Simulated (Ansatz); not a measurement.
Starting cell, TiB₂ (AlB2 type, space group P6/mmm):

```xyz
3
Lattice="3.0249 0.0000 0.0000 -1.5124 2.6196 0.0000 0.0000 0.0000 3.2238" Properties=species:S:1:pos:R:3 pbc="T T T"
Ti     0.0000     0.0000     0.0000
B      0.0000     1.7464     1.6119
B      1.5124     0.8732     1.6119
```

A phonon eigenvector at Γ is frozen into this cell: atom i moves by Q times the vector below, so Q is the largest atomic displacement, in Å. The cell is held. It is one choice among 3 degenerate patterns.

| atom | x | y | z |
|---|---|---|---|
| Ti1 | 0.000 | 0.000 | 0.452 |
| B2 | 0.000 | 0.000 | -1.000 |
| B3 | 0.000 | 0.000 | -1.000 |

Calculation: r2SCAN (plane waves to 500 eV, PAW, scalar-relativistic; Ansatz, a first-principles code). k mesh 18×18×14 (Γ-centred), Fermi-Dirac smearing 0.05 eV. With partly filled bands, energies and forces of such displacements shift with the k mesh and the smearing. The PAW data are Ansatz's earlier set. TiB2 is run without spin polarisation. TiB2 was relaxed with its symmetry unable to fall.

At one point of the scan the forces (eV/Å) are:

```csv
atom,Fx,Fy,Fz
Ti1,0.000,0.000,4.108
B2,0.000,0.000,-2.054
B3,0.000,0.000,-2.054
```

Problem. Which point is it?
A. Q = -0.180 Å
B. Q = -0.120 Å
C. Q = -0.090 Å
D. Q = -0.030 Å

Solution. A, Q = -0.180 Å

(For displaced atoms, the force is minus the slope of the energy, and its curvature is a force constant, which sets phonon frequencies.)
